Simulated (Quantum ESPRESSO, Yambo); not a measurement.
Quasiparticle gap of BaTiO3

```cif
data_BaO3Ti
_chemical_formula_sum 'O3 Ti1 Ba1'
_space_group_name_H-M_alt 'P 1'
_space_group_IT_number 1
_cell_length_a 3.98333
_cell_length_b 4.05734
_cell_length_c 4.05734
_cell_angle_alpha 89.745
_cell_angle_beta 90.000
_cell_angle_gamma 90.000
loop_
_space_group_symop_operation_xyz
  'x, y, z'
loop_
_atom_site_label
_atom_site_type_symbol
_atom_site_fract_x
_atom_site_fract_y
_atom_site_fract_z
_atom_site_occupancy
O1 O 0.50000 0.97843 0.49135 1
O2 O 0.50000 0.49135 0.97843 1
O3 O 0.00000 0.48820 0.48820 1
Ti1 Ti 0.50000 0.51850 0.51850 1
Ba1 Ba 0.00000 0.00341 0.00341 1
```

The geometry is that of Materials Project entry mp-5777, symmetrised and not relaxed again.

Starting point: norm-conserving PBEsol (Quantum ESPRESSO, 84 Ry, no spin-orbit coupling). G0W0 in Yambo: 4×4×4 Γ-centred k mesh, bands 2 to 128 and a 8 Ry block in the screening, 128 bands in G with the Bruneval-Gonze terminator, plasmon pole fitted at 27.2 eV.

```json
{
 "PBEsol gap along the band path": "2.17 eV",
 "PBEsol gap between the mesh's edge points ((-0.5, -0.5, -0.5) → Γ)": "2.17 eV",
 "G0W0 gap between the same points": "3.79 eV",
 "PBEsol smallest direct gap on the mesh (at Γ)": "2.56 eV",
 "G0W0 direct gap at that point": "4.20 eV"
}
```

```json
[
 {"k point": "Γ", "band": "VB", "E PBEsol (eV)": "-0.39", "E QP (eV)": "-0.76", "shift (eV)": "-0.37", "Z": "0.77"},
 {"k point": "Γ", "band": "CB", "E PBEsol (eV)": "2.17", "E QP (eV)": "3.44", "shift (eV)": "1.27", "Z": "0.78"},
 {"k point": "(-0.5, -0.5, -0.5)", "band": "VB", "E PBEsol (eV)": "0.00", "E QP (eV)": "-0.35", "shift (eV)": "-0.35", "Z": "0.77"},
 {"k point": "(-0.5, -0.5, -0.5)", "band": "CB", "E PBEsol (eV)": "4.26", "E QP (eV)": "5.69", "shift (eV)": "1.43", "Z": "0.74"}
]
```

Energies count from the PBEsol valence-band maximum.

Nearest settings tried, and what they do to the gap: 52 bands in G: -44 meV. Not varied: bands in W, block, mesh. So the settings aren't converged at that level.

This is not the ordinary phase of the substance.
